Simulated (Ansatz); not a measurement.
Calculated with Ansatz: KRu$_{4}$O$_{8}$, relaxation

Run with:

```bash
ansatz run input.yaml --threads 2 --pin off --max-ram 3584MiB --backend cpu --events-out ev --progress --plain --runs-dir out
```

The input file (Ansatz 0.2.0, plane waves):

```yaml
crystal:
  lattice:
    - [-5.01738727, 5.01738727, 1.58718968]
    - [5.01738727, -5.01738727, 1.58718968]
    - [5.01738727, 5.01738727, -1.58718968]
  atoms:
    - { symbol: O, position: [0.1578, 0.5458, 0.7036] }
    - { symbol: O, position: [0.5458, 0.8422, 0.388] }
    - { symbol: O, position: [0.8422, 0.4542, 0.2964] }
    - { symbol: O, position: [0.4542, 0.1578, 0.612] }
    - { symbol: K, position: [0.5, 0.5, 0.0] }
    - { symbol: Ru, position: [0.1677, 0.3502, 0.5179] }
    - { symbol: Ru, position: [0.3502, 0.8323, 0.1825] }
    - { symbol: Ru, position: [0.8323, 0.6498, 0.4821] }
    - { symbol: Ru, position: [0.6498, 0.1677, 0.8175] }
    - { symbol: O, position: [0.1985, 0.1478, 0.3463] }
    - { symbol: O, position: [0.1478, 0.8015, 0.9493] }
    - { symbol: O, position: [0.8015, 0.8522, 0.6537] }
    - { symbol: O, position: [0.8522, 0.1985, 0.0507] }
  symmetry: { tolerance: 0.0003 }
kpoints:
  mp_grid: { grid: [6, 6, 6], shift: [0, 0, 0] }
magnetization:
  spin_polarized: false
scf:
  occupations: { method: methfessel_paxton, width: 0.0224 }
  lower_state_search: "off"
hamiltonian:
  pseudopotentials: { kind: paw }
  xc: r2scan
basis:
  ecutwfc: 500
  fft_grid_basis: typed
relax:
  max_steps: 60
output:
  forces: true
  stress: true
  eigenvalues: true
  bader: true
  populations: true
  elf: true
  write_potential: true
  volumetric_format: npy
  dos:
    e_range: [-12, 8]
    de: 0.05
    projected: { site_lists: { K: [K], O: [O], Ru: [Ru] } }
  write_density: true
checkpoint:
  read: saved_state
```

Origin of the cell: a database entry, scaled a little.

The saved state is a converged single point of the same cell.

Steps:

```tsv
step	ΔF (meV/atom)	max force component (eV/Å)	SCF iterations	step was
1	0.0	0.602	8	accepted
2	-12.6	0.256	7	accepted
3	-13.8	0.026	7	accepted
4	-13.8	0.019	7	accepted
5	-13.8	0.005	5	accepted
```

The starting structure.

Space group I4/m (No. 87); the run's cell has a = 7.271 Å, b = 7.271 Å, c = 7.271 Å, α = 92.73°, β = 92.73°, γ = 154.78°. Shortest distances: O–Ru 1.97 Å, O–O 2.57 Å, K–O 2.95 Å, Ru–Ru 3.05 Å, K–K 3.17 Å.

After:

Space group I4/m (No. 87); the run's cell has a = 7.271 Å, b = 7.271 Å, c = 7.271 Å, α = 92.73°, β = 92.73°, γ = 154.78°. Shortest distances: O–Ru 1.94 Å, O–O 2.52 Å, K–O 3.02 Å, Ru–Ru 3.11 Å, K–K 3.17 Å.

```yaml
crystal:
  lattice:
    - [-5.01739, 5.01739, 1.58719]
    - [5.01739, -5.01739, 1.58719]
    - [5.01739, 5.01739, -1.58719]
  atoms:
    - { symbol: O, position: [0.15508, 0.54464, 0.69972] }
    - { symbol: O, position: [0.54464, 0.84492, 0.38956] }
    - { symbol: O, position: [0.84492, 0.45536, 0.30028] }
    - { symbol: O, position: [0.45536, 0.15508, 0.61044] }
    - { symbol: K, position: [0.50000, 0.50000, 0.00000] }
    - { symbol: Ru, position: [0.16430, 0.35190, 0.51619] }
    - { symbol: Ru, position: [0.35190, 0.83570, 0.18760] }
    - { symbol: Ru, position: [0.83570, 0.64810, 0.48381] }
    - { symbol: Ru, position: [0.64810, 0.16430, 0.81240] }
    - { symbol: O, position: [0.20454, 0.15472, 0.35927] }
    - { symbol: O, position: [0.15472, 0.79546, 0.95018] }
    - { symbol: O, position: [0.79546, 0.84528, 0.64073] }
    - { symbol: O, position: [0.84528, 0.20454, 0.04982] }
```

```yaml
Free_energy_lowered_by: 13.8 meV/atom
Final_pressure: -6.04 GPa
Relaxation_steps_listed: 5
```

Caveats: no moments, though an odd count or open d shells may carry them; the SCF threshold is looser than advised for a stress; the k mesh is coarse if the cell is a metal; the relaxation held the start's symmetry, so the end may be a saddle point.

It ran for 3.7 min on 2 threads of Intel(R) Xeon(R) 6975P-C (Granite Rapids), on a shared host, peak memory 1.6 GiB, from a saved density.
